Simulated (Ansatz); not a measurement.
## Harmonic thermodynamics of Si₂WC₃

Computed with DFT PBE, scalar-relativistic, plane waves, PAW in Ansatz. Cutoff 420 eV, 12×12×4 k-points (Γ-centred), fixed occupations. No spin polarisation. Phonons by linear response, acoustic sum rule imposed.

Relaxed structure:
```xyz
6
Lattice="3.0139 0.0000 0.0000 -1.5069 2.6101 0.0000 0.0000 0.0000 8.0887" Properties=species:S:1:pos:R:3 pbc="T T T"
Si    0.0000    0.0000    7.2634
Si    0.0000    1.7401    4.7167
W     0.0000    0.0000    1.6425
C     0.0000    1.7401    0.0251
C     0.0000    0.0000    5.4244
C     0.0000    1.7401    2.8886
```

The cell was found from a proposed guess, not taken from experiment. Spin–orbit coupling is left out, which matters for heavy elements. The q mesh is coarse, so values between its points are rough.

Force constants from linear response on a 3×3×1 q mesh, interpolated to a fine mesh.

Phonon density of states, in bins of 20 cm⁻¹:
(bin centre (cm⁻¹), share of modes (%)): (-10, 0.0), (10, 0.0), (30, 0.0), (50, 0.2), (70, 0.4), (90, 0.6), (110, 0.8), (130, 1.4), (150, 2.7), (170, 5.7), (190, 3.0), (210, 3.1), (230, 1.0), (250, 1.3), (270, 2.0), (290, 2.2), (310, 2.8), (330, 3.7), (350, 3.4), (370, 2.8), (390, 2.8), (410, 0.9), (430, 1.6), (450, 2.0), (470, 1.9), (490, 2.2), (510, 5.8), (530, 2.6), (550, 2.9), (570, 2.2), (590, 2.1), (610, 1.6), (630, 0.4), (650, 2.9), (670, 3.1), (690, 0.8), (710, 3.6), (730, 1.1), (750, 2.6), (770, 3.0), (790, 0.2), (810, 0.7), (830, 5.1), (850, 4.1), (870, 0.7), (890, 0.2), (910, 2.4), (930, 1.5), (950, 0.9), (970, 0.6), (990, 0.2), (1010, 0.0)

Question: What is the zero-point energy per atom?

Answer: 93.7 meV.

Question: How large are the vibrational entropy and heat capacity at 300 K?

Answer: S = 1.50 k_B and C_V = 1.88 k_B per atom, 63 % of the Dulong–Petit value.

Question: Tabulate them against temperature.

Answer:
```csv
T (K),F_vib (meV/atom),S (k_B/atom),C_V (k_B/atom)
100,93.0,0.25,0.52
200,88.4,0.86,1.31
300,78.2,1.50,1.88
400,62.6,2.10,2.25
500,42.2,2.63,2.47
600,17.5,3.09,2.61
700,-11.0,3.50,2.70
800,-42.7,3.87,2.77
900,-77.5,4.19,2.81
1000,-114.9,4.49,2.85
```
